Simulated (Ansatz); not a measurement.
**KCaHfSbO₆ (F-43m), zone-centre modes**

The calculation used DFT PBE, scalar-relativistic, plane waves, PAW in Ansatz. Settings: plane waves to 420 eV, k-mesh 6×6×6 (Γ-centred), Gaussian smearing 0.05 eV. Spin–orbit coupling is left out, which can shift energies with elements as heavy as these. No spin polarisation.

Zero of the scan (relaxed at this level; it needn't be the usual structure):

```
K Ca Hf Sb O
1.0
     0.00000    4.06201    4.06201
     4.06201    0.00000    4.06201
     4.06201    4.06201    0.00000
K Ca Hf Sb O
1 1 1 1 6
Direct
  0.25000 0.25000 0.25000
  0.75000 0.75000 0.75000
  0.00000 0.00000 0.00000
  0.50000 0.50000 0.50000
  0.74522 0.25478 0.25478
  0.25478 0.74522 0.74522
  0.74522 0.74522 0.25478
  0.25478 0.25478 0.74522
  0.25478 0.74522 0.25478
  0.74522 0.25478 0.74522
```

Harmonic modes by finite displacements of 0.02 Å, without the LO–TO term.

**Question.** At this geometry, is the structure stable against these modes?

**Answer.** No: 6 modes are unstable, the strongest at 163i cm⁻¹.

**Question.** List the wavenumbers in cm⁻¹.

**Answer.** 163i, 163i, 163i, 109i, 109i, 109i, 0, 0, 0, 170, 170, 170, 213, 213, 213, 233, 233, 233, 301, 301, 301, 381, 381, 381, 601, 601, 636, 636, 636, 828.

Cost: 1 run of about 5.4 core-minutes, on Arm Neoverse V1 (shared hosts).